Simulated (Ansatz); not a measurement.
Si:
Space group I4/mmm (No. 139); a = 6.654 Å, b = 6.654 Å, c = 3.845 Å, α = 90.00°, β = 90.00°, γ = 90.00°

| atom | site | symmetry | x | y | z |
|---|---|---|---|---|---|
| Si | 8h | m.2m | 0.1788 | 0.1788 | 0.0000 |
(The calculation used a cell of 4 atoms; values per cell refer to that cell.)

Relaxed with r²SCAN.

Tabulate the valence density and the electron localisation function along the shortest Si–Si contact (2.34 Å), r²SCAN in the plane-wave PAW code Ansatz.



| distance from Si (Å) | density (e/Å³) | ELF |
|---|---|---|
| 0.23 | 0.09 | 0.34 |
| 0.35 | 0.18 | 0.31 |
| 0.47 | 0.30 | 0.47 |
| 0.59 | 0.42 | 0.71 |
| 0.70 | 0.52 | 0.86 |
| 0.82 | 0.58 | 0.93 |
| 0.94 | 0.59 | 0.95 |
| 1.05 | 0.59 | 0.96 |
| 1.17 | 0.59 | 0.96 |
| 1.29 | 0.59 | 0.96 |
| 1.41 | 0.59 | 0.95 |
| 1.52 | 0.58 | 0.93 |
| 1.64 | 0.52 | 0.86 |
| 1.76 | 0.42 | 0.71 |
| 1.87 | 0.30 | 0.47 |
| 1.99 | 0.18 | 0.31 |
| 2.11 | 0.09 | 0.34 |

The density is the valence pseudo-density with augmentation charge, so density and ELF within about 1 Å of a nucleus are not all-electron values.

The first step of the workflow began from a Materials Project structure, measured or hypothetical; the Crystallography Open Database copy checked does not list it. It is not the phase usual at ambient conditions (space group No. 227). The cell was relaxed with r²SCAN under the symmetry of its start; phonons on a q-mesh show no instability.

Potentials: the later of the program's two PAW sets.
